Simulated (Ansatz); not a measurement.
A distorted cell of CuI (zinc blende):

```xyz
4
Lattice="0.0000 6.0793 6.0793 3.0397 0.0000 3.0397 3.0397 3.0397 0.0000" Properties=species:S:1:pos:R:3 pbc="T T T"
I      4.5508     4.5754     4.5349
I      4.5682     7.5833     7.6238
Cu    -0.0143     0.0260    -0.0403
Cu     3.0539     6.0533     3.0799
```

The numbers are results of PBE (plane waves to 420 eV, PAW, scalar-relativistic; Ansatz, a program for electronic structure), not measurements. k mesh 9×9×9 (Γ-centred), Fermi-Dirac smearing 0.05 eV. Compression counts positive. CuI is run without spin polarisation. CuI was relaxed with its symmetry unable to fall. Spin-orbit coupling is left out, though I is heavy.

**Question.** What forces act on the atoms (eV/Å, Cartesian)?

**Answer.** 
```json
[
 {"atom": "I1", "Fx": "0.099", "Fy": "-0.139", "Fz": "0.201"},
 {"atom": "I2", "Fx": "-0.037", "Fy": "0.106", "Fz": "-0.175"},
 {"atom": "Cu3", "Fx": "0.025", "Fy": "-0.085", "Fz": "0.142"},
 {"atom": "Cu4", "Fx": "-0.087", "Fy": "0.118", "Fz": "-0.168"}
]
```

(For displaced atoms, the force is minus the slope of the energy, and its curvature is a force constant, which sets phonon frequencies.)
